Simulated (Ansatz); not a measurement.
Li4BRu2, a known structure type with other elements, at an estimated volume

```yaml
crystal:
  lattice:
    - [4.33545, 0.00000, 0.00000]
    - [-2.16773, 3.75461, 0.00000]
    - [-2.16773, 1.25154, 5.93564]
  atoms:
    - { symbol: Ru, position: [0.40695, 0.59305, 0.22085] }
    - { symbol: Ru, position: [0.26645, 0.73355, 0.79935] }
    - { symbol: B, position: [0.12440, 0.87560, 0.37320] }
    - { symbol: Li, position: [0.83600, 0.16400, 0.50800] }
    - { symbol: Li, position: [0.70060, 0.29940, 0.10180] }
    - { symbol: Li, position: [0.99670, 0.00330, 0.99010] }
    - { symbol: Li, position: [0.54100, 0.45900, 0.62300] }
```

Single point in Ansatz 0.2.0 with m-r2SCAN, no spin polarisation. Cutoff 500 eV, PAW datasets, 8×8×8 Γ-centred k mesh, fermi-dirac filling (width 0.1 eV).

Task: What does the stress say?

Result: The pressure is -12.9 GPa (compression positive), so with the atoms held at these fractions the cell would first shrink; the forces are large, so a full relaxation may end otherwise. The principal stresses -15.6, -11.5, -11.5 GPa differ, so its shape would change too.

Task: What is the formation energy?

Result: 0.46 eV an atom against the elements' usual phases (free molecules for gases, crystals otherwise, with no correction for O₂ or N₂), so at this geometry it isn't bound against them. Relaxing would lower it.

Task: What happens at the Fermi level?

Result: It is a metal, with about 7 states/eV a cell as the mean within 0.25 eV of the Fermi level, mostly Ru d (81 %).

Task: Give the Bader charges.

Result: Bader charges in e: Li +0.84, B -1.01, Ru -1.39 to -0.97. In the mean Li gives up most and Ru takes most.

Task: Which atom feels the largest force, and which way?

Result: The largest is on Li7: 0.82 eV/Å, components (0.00, 0.00, 0.82). It makes 180° with the line to a nearest neighbour, Ru1 at 2.39 Å, pointing away from it.

Task: What do density and ELF say about some of the short contacts?

Result: B–Li at 2.27 Å: least valence density 0.13 e/Å³ and ELF 0.04 there. Ru–Li at 2.39 Å: least valence density 0.14 e/Å³ and ELF 0.03 there. Li–Li at 2.41 Å: least valence density 0.05 e/Å³ and ELF 0.07 there. Both are smooth PAW fields, read partly inside the augmentation spheres.

Origin: a known structure type with other elements, at an estimated volume, so it need not be a known compound. Caveats: many states at the Fermi level without spin polarisation, so a magnetic state may lie lower; m-r2SCAN is r2SCAN with a changed spin dependence that lowers moments.
